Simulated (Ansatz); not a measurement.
Starting cell, BN (h-BN type, space group P6_3/mmc):

```yaml
crystal:
  lattice:
    - [2.49975, 0.00000, 0.00000]
    - [-1.24987, 2.16485, 0.00000]
    - [0.00000, 0.00000, 6.52535]
  atoms:
    - { symbol: B, position: [0.33333, 0.66667, 0.25000] }
    - { symbol: B, position: [0.66667, 0.33333, 0.75000] }
    - { symbol: N, position: [0.33333, 0.66667, 0.75000] }
    - { symbol: N, position: [0.66667, 0.33333, 0.25000] }
```

In each cell atom 1 (B, nearest neighbour N at 1.443 Å; its periodic images, 2.5 Å or more away, move with it) moves by s·(0.000, 0.000, 1.000) (along Cartesian z), the rest being held.

Method: r2SCAN+rVV10 (plane waves to 500 eV, PAW, scalar-relativistic; Ansatz, an electronic-structure program). k mesh 12×12×4 (Γ-centred), Fermi-Dirac smearing 0.05 eV. E stands for the smeared free energy. Stress and pressure are positive under compression. F∥ is the force on the atom along that direction. BN was relaxed with its symmetry unable to fall. The PAW data are Ansatz's earlier set. The zero of ΔE is the undisplaced structure.

| s (Å) | F∥ (eV/Å) | P (GPa) | ΔE (meV/cell) |
|---|---|---|---|
| -0.290 | 4.181 | -2.52 | 601 |
| -0.232 | 3.326 | -1.67 | 384 |
| -0.174 | 2.482 | -0.97 | 215 |
| -0.116 | 1.648 | ? | ? |
| -0.058 | 0.822 | -0.11 | ? |
| 0.000 | 0.000 | 0.00 | 0 |
| 0.058 | -0.822 | -0.11 | ? |
| 0.116 | -1.648 | ? | ? |
| 0.174 | -2.482 | -0.97 | 215 |
| 0.232 | -3.326 | -1.67 | 384 |
| 0.290 | -4.181 | -2.52 | 601 |

Task: What belongs in the gaps?

Result: 
- -0.116, P (GPa): -0.44
- -0.116, ΔE (meV/cell): 95
- -0.058, ΔE (meV/cell): 24
- 0.058, ΔE (meV/cell): 24
- 0.116, P (GPa): -0.44
- 0.116, ΔE (meV/cell): 95

(A displaced cell: forces are minus the slopes of the energy, force constants its curvatures, and phonons follow from these.)
